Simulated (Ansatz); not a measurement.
**Two states of Gd₂MgH₆**

```
Gd Mg H
1.0
     5.37118    0.00000    0.00000
    -2.68559    4.65158    0.00000
     0.00000    0.00000    3.99982
Gd Mg H
2 1 6
Direct
  0.33330 0.66670 0.26410
  0.66670 0.33330 0.73590
  0.00000 0.00000 0.00000
  0.82210 0.17790 0.24300
  0.82210 0.64420 0.24300
  0.35580 0.17790 0.24300
  0.17790 0.82210 0.75700
  0.64420 0.82210 0.75700
  0.17790 0.35580 0.75700
```

Single point in Ansatz 0.2.0 with PBE. Cutoff 420 eV, PAW datasets, 4×4×5 Γ-centred k mesh, cold filling (width 0.0354 eV). The cell carries a charge of +1 e on a uniform background.

State A: Gd1 up, Gd2 up (collinear spin). State B: Gd1 up, Gd2 down (collinear spin).

Compare the two self-consistent states.

State B is lower by 2.2 meV an atom at zero smearing. So small a gap isn't resolved on this mesh where a state is a metal.

| state | free energy (meV/atom) | largest moment in a small sphere (μB) | net moment (μB/cell) | gap on mesh (eV) | pressure (GPa) | largest force (eV/Å) |
| --- | --- | --- | --- | --- | --- | --- |
| A | 2.3 | 6.73 | 13.91 | metal | n/a | 0.43 |
| B | 0.0 | 6.69 | 0.00 | metal | n/a | 0.41 |

Origin: a known structure type with other elements, at an estimated volume, so it need not be a known compound. Caveats: the k mesh is coarse if the cell is a metal; charged cell with a uniform background; f shells without a U or exact exchange are poorly placed.
